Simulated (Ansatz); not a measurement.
InIr$_{3}$N:
```yaml
crystal:
  lattice:
    - [4.11154, 0.00000, 0.00000]
    - [0.00000, 4.11154, 0.00000]
    - [0.00000, 0.00000, 4.11154]
  atoms:
    - { symbol: In, position: [0.00000, 0.00000, 0.00000] }
    - { symbol: Ir, position: [0.00000, 0.50000, 0.50000] }
    - { symbol: Ir, position: [0.50000, 0.00000, 0.50000] }
    - { symbol: Ir, position: [0.50000, 0.50000, 0.00000] }
    - { symbol: N, position: [0.50000, 0.50000, 0.50000] }
```

Relaxed with PBEsol. Special points in fractions of this cell's reciprocal vectors: Γ (0.000, 0.000, 0.000); X (0.000, 0.500, 0.000); M (0.500, 0.500, 0.000); R (0.500, 0.500, 0.500).

List the band energies nearest the Fermi level at these points for plane-wave PAW PBEsol with spin–orbit coupling (Ansatz code).

In eV from the Fermi level; about four levels below and three above (degenerate sets whole), none deeper than 8.9 eV; points with the same levels are listed once.

```tsv
k	below	above
Γ	-1.69 -1.69 -1.69 -1.69 -0.19 -0.19	0.34 0.34 0.37 0.37
X	-1.09 -1.09 -0.61 -0.61	0.18 0.18 1.89 1.89
M	-0.52 -0.52 -0.24 -0.24	0.30 0.30 0.98 0.98
R	-1.31 -1.31 -1.31 -1.31 -0.32 -0.32	0.10 0.10 0.10 0.10
```

Space group Pm-3m (anti-perovskite). The start of the workflow was typed in or built on a structure type; neither database checked (COD, Materials Project) lists it. Its standing as an ambient phase is unchecked. Symmetry was held in the PBEsol relaxation. At this level the phase is dynamically unstable (imaginary phonons). The workflow began spin-polarised and lost its moments. Its formation energy is positive at this level, so the cell may be metastable or incomplete.

Potentials: the later of the program's two PAW sets.
